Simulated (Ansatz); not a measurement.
Al3GaN4 in space group P-43m (No. 215; Al on 3c, Ga on 1a, N on 4e), the program Ansatz at the PBE level (PAW), all energies at zero smearing, with the estimated change up to a 700 eV cutoff added, with one set of potentials and settings (totals compare only within such a set). Cell of 8 atoms (3 Al, 1 Ga, 4 N): -6940.555 eV.

```
element             reference phase  E (eV/atom)
-------  --------------------------  -----------
Al       Fm-3m, 1 atoms in the cell    -537.5049
Ga        Cmce, 4 atoms in the cell   -3783.0209
N         Pa-3, 8 atoms in the cell    -384.0325
```

Formation energy per atom, worked out: (-6940.555 − 3×(-537.5049) − 1×(-3783.0209) − 4×(-384.0325))/8 = -1.111 eV/atom (-107 kJ per mol of atoms), at 0 K, without zero-point energy or fitted corrections.

The first step of the workflow began from a Materials Project structure, measured or hypothetical; the Crystallography Open Database copy checked does not list it. With Al and Ga taken as one species the cell has the higher symmetry F-43m, so it may be an ordered model of a mixed-site phase. Its standing as an ambient phase is unchecked. Symmetry was held in the PBE relaxation; its stability against distortions is not shown here. The references are the lowest solids computed at this level, not always the standard phases (solids in place of the gases).

Potentials: the later of the program's two PAW sets.
